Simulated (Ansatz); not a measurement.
CuI (zinc blende, F-43m), a = b = c = 5.861 Å, α = β = γ = 90.00°; the cell used has 2 atoms.

Relaxed with LDA.

### Question
Decompose the optical modes at the zone centre into irreducible representations, and say which are infrared and Raman allowed.

### Answer
Point group -43m: Γ_opt = T2. Infrared: T2. Raman: T2.

### Question
Assign frequencies (DFPT, LDA in the plane-wave PAW code Ansatz; without the LO–TO term).

### Answer
T2 155 cm⁻¹.

Symmetry was held in the LDA relaxation; phonons on a q-mesh show no instability. No spin polarisation was allowed. Spin–orbit coupling is left out wherever it is not named.

Potentials: the earlier of the program's two PAW sets.
